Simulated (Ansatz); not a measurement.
La$_{6}$Ge$_{3}$I$_{5}$ from LDA upwards

The starting cell is an entry of the Crystallography Open Database (2005):

```xyz
14
Lattice="9.6690 -2.2115 0.0000 9.6690 2.2115 0.0000 -9.2030 0.0000 11.7118" Properties=species:S:1:pos:R:3 pbc="T T T"
La   -5.2136    0.0000    7.8476
La   15.3486    0.0000    3.8642
La    8.1337    0.0000    6.4757
La    2.0013    0.0000    5.2360
La    1.0896    0.0000    9.2609
La    9.0454    0.0000    2.4509
Ge   -0.9885    0.0000    4.3925
Ge   11.1235    0.0000    7.3193
Ge    5.0675    0.0000    5.8559
I     0.0000    0.0000    0.0000
I     4.1052    0.0000   10.3199
I     6.0297    0.0000    1.3919
I    -2.1159    0.0000    8.9580
I    12.2509    0.0000    2.7538
```

Atoms and cell were relaxed at zero pressure with plane-wave PAW DFT (Ansatz 0.2.0; one set of PAW datasets, made under PBE, for all functionals; 420 eV, r2SCAN 500 eV; 5×5×2 Γ-centred mesh, fermi-dirac occupations of width 0.100 eV; no spin polarisation, no spin-orbit coupling, no dispersion correction), keeping the symmetry (C2/m, No. 12).

Problem. Which functional gives the smallest cell, and how wide is the spread?

Solution. The relaxed conventional cells:

```csv
functional,a (Å),b (Å),c (Å),β (°),volume (Å³/atom),formation energy (eV/atom)
LDA,19.026,4.361,14.608,128.30,33.97,-1.234
PBEsol,19.213,4.397,14.790,127.84,35.24,-1.242
PBE,19.560,4.468,15.113,127.35,37.50,-1.258
r2SCAN,19.562,4.466,15.101,127.74,37.26,-1.463
the entry,19.338,4.423,14.895,128.16,35.78,–
```

LDA gives the smallest volume and PBE the largest, 10.4 % more, the usual order, since LDA overbinds and PBE's gradient terms loosen the lattice. Against the entry's volume: LDA -5.1 %, PBEsol -1.5 %, PBE +4.8 %, r2SCAN +4.1 %; PBEsol comes nearest. The formation energies span 0.23 eV an atom, lowest under r2SCAN.

Caveats: each relaxation keeps the start's symmetry, so a distorted cell may lie lower; computed cells are at 0 K with fixed nuclei, while the entry holds thermal expansion, often some tenths of a per cent in volume and more in soft crystals; no spin-orbit coupling, which moves formation energies of heavy elements; the relaxed cell lies far from the entry, by an error of the functional or of the entry; formation energies are at zero smearing against the elements' usual phases under the same functional, gases as free molecules, uncorrected.
